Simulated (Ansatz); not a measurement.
Below is a relaxed structure of AlGa3As4. The cell was found from a structure generator's guess, not taken from experiment.

These are results of Ansatz, DFT PBE, scalar-relativistic, plane waves, PAW, not measurements. Cutoff 420 eV, Γ-centred mesh, Gaussian smearing, no spin polarisation.

```cif
data_structure
_symmetry_space_group_name_H-M 'P 1'
_symmetry_Int_Tables_number 1
_cell_length_a 4.0610
_cell_length_b 4.0610
_cell_length_c 11.4757
_cell_angle_alpha 90.000
_cell_angle_beta 90.000
_cell_angle_gamma 90.000
_cell_volume 189.25
loop_
_atom_site_label
_atom_site_type_symbol
_atom_site_fract_x
_atom_site_fract_y
_atom_site_fract_z
_atom_site_occupancy
Al1 Al 0.00000 0.00000 0.00000 1
Ga1 Ga 0.50000 0.50000 0.24975 1
Ga2 Ga 0.00000 0.00000 0.50000 1
Ga3 Ga 0.50000 0.50000 0.75025 1
As1 As 0.50000 0.00000 0.12410 1
As2 As 0.00000 0.50000 0.37490 1
As3 As 0.50000 0.00000 0.62510 1
As4 As 0.00000 0.50000 0.87590 1
```

Energies over the elements count from the elements' standard structures at the same level, with no fitted energy shifts.

Task: Find its symmetry and describe it.

Result: P-4m2 (No. 115), with Al and Ga ordered on zinc blende sites. Conventional cell: a = 4.061 Å, c = 11.476 Å. Al has 4 As at 2.48 Å; around Ga on a site of symmetry 2mm lie 4 As at 2.49 Å; Ga on a site of symmetry -4m2 has 4 As at 2.49 Å; As on its first site has 2 Al at 2.48 Å and 2 Ga at 2.49 Å; 1 more site not described.

Task: How far does it lie from the elements in energy?

Result: −0.384 eV/atom. A negative formation energy is needed for stability but isn't enough: competing phases decide.

Task: Is it a metal?

Result: No, the gap on the 10×10×4 mesh is 0.52 eV.

The last run used a 10×10×4 mesh (in the run's order of axes) for its 8-atom cell and Gaussian smearing of 0.02 eV. Kohn–Sham gaps at this level usually fall short of measured ones. The reference form of As is held partly by dispersion forces, which this level lacks. A structure relaxed within its symmetry needn't be a true minimum.
